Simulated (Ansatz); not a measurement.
# TlAlTe2 (ordering on rocksalt) by several functionals

All numbers come from the PAW code Ansatz. These are computed values for a non-magnetic cell that may be hypothetical; none is a measurement.

The cell is an ordered 8-atom cell of TlAlTe2 on the rocksalt lattice (I4_1/amd); cell and atoms were relaxed with r2SCAN. The symmetry is I4_1/amd (No. 141, tetragonal); a = 6.303 Å, c = 12.001 Å in the conventional setting, 29.80 Å³ an atom. Tl has 6 Te at 3.17–3.31 Å; Te has 3 Al at 2.69–3.17 Å and 3 Tl at 3.17–3.31 Å; Al has 6 Te at 2.69–3.17 Å.

```
Tl Te Al
1.0
    -3.15156    3.15156    6.00036
     3.15156   -3.15156    6.00036
     3.15156    3.15156   -6.00036
Tl Te Al
2 4 2
Direct
  0.75000 0.25000 0.50000
  0.00000 0.00000 0.00000
  0.47383 0.97383 0.50000
  0.72383 0.72383 0.00000
  0.02617 0.52617 0.50000
  0.27617 0.27617 0.00000
  0.25000 0.75000 0.50000
  0.50000 0.50000 0.00000
```

Relaxed lattice by functional, symmetry kept:

| functional | k mesh | a (Å) | c (Å) | volume (Å³/atom) |
| --- | --- | --- | --- | --- |
| PBE | 6×6×6 | 6.313 | 12.108 | 30.16 |
| r2SCAN | 6×6×6 | 6.303 | 12.001 | 29.80 |

On this one geometry the levels give:
```json
{"level": "PBE", "k mesh": "6×6×6", "gap (eV)": "none (overlap 0.89)", "kind": "–", "edges": "–", "least direct gap (eV)": "–"}
{"level": "PBE+SOC", "k mesh": "6×6×6", "gap (eV)": "none (overlap 0.96)", "kind": "–", "edges": "–", "least direct gap (eV)": "–"}
{"level": "r2SCAN", "k mesh": "6×6×6", "gap (eV)": "none (overlap 0.80)", "kind": "–", "edges": "–", "least direct gap (eV)": "–"}
```
All runs use a smearing of 0.02 eV.
Wave cutoffs: 420 eV, 500 eV (r2SCAN).
Points off the special ones are mesh points or PBE's searched band edges, reused at the other levels.

r2SCAN gives no gap: the lowest nominally empty band dips 0.80 eV below the top of the last filled one (its bottom at Γ–M (0.67 of the way from Γ), the top at P–N (0.10 of the way from P)), so the cell is a metal or semimetal at this level. With PBE+SOC the bands overlap by 0.96 eV (counted from 1, band 96 peaks at P and band 97 bottoms out at Γ–M (0.67 of the way from Γ)): no gap.

No level opens a gap, but no hybrid is among them, and semilocal functionals can close a real gap.

Only the levels marked +SOC include spin-orbit coupling.
